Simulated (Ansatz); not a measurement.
Starting cell, Cu (fcc, Cu type):

```xyz
4
Lattice="3.5638 0.0000 0.0000 0.0000 3.5638 0.0000 0.0000 0.0000 3.5638" Properties=species:S:1:pos:R:3 pbc="T T T"
Cu     0.0000     0.0000     0.0000
Cu     1.7819     1.7819     0.0000
Cu     1.7819     0.0000     1.7819
Cu     0.0000     1.7819     1.7819
```

In each cell atom 4 (Cu, nearest neighbour Cu at 2.520 Å; its periodic images, 3.6 Å or more away, move with it) moves by s·(0.577, 0.577, 0.577) (along Cartesian [111]), the rest being held.

Computed with PBEsol (plane waves to 420 eV, PAW, scalar-relativistic; Ansatz, a first-principles code). k mesh 11×11×11 (Γ-centred), Fermi-Dirac smearing 0.05 eV. The energy includes the smearing's −TS. Compression counts positive. Left out: 2 of 11 points, with atoms too close for the PAW data. With partly filled bands, energies and forces of such displacements shift with the k mesh and the smearing. Cu is run without spin polarisation. Cu was relaxed with its symmetry unable to fall. ΔE is measured from the undisplaced structure.

Give the computed ΔE (meV/cell) and P (GPa) at s (Å) = -0.608, -0.456, -0.152, 0.152, 0.304.


```
s (Å)   ΔE (meV/cell)  P (GPa)
------  -------------  -------
-0.608           1942     21.4
-0.456            966     11.2
-0.152             91      1.2
0.152              91      1.2
0.304             389      4.7
```

(For displaced atoms, the force is minus the slope of the energy, and its curvature is a force constant, which sets phonon frequencies.)
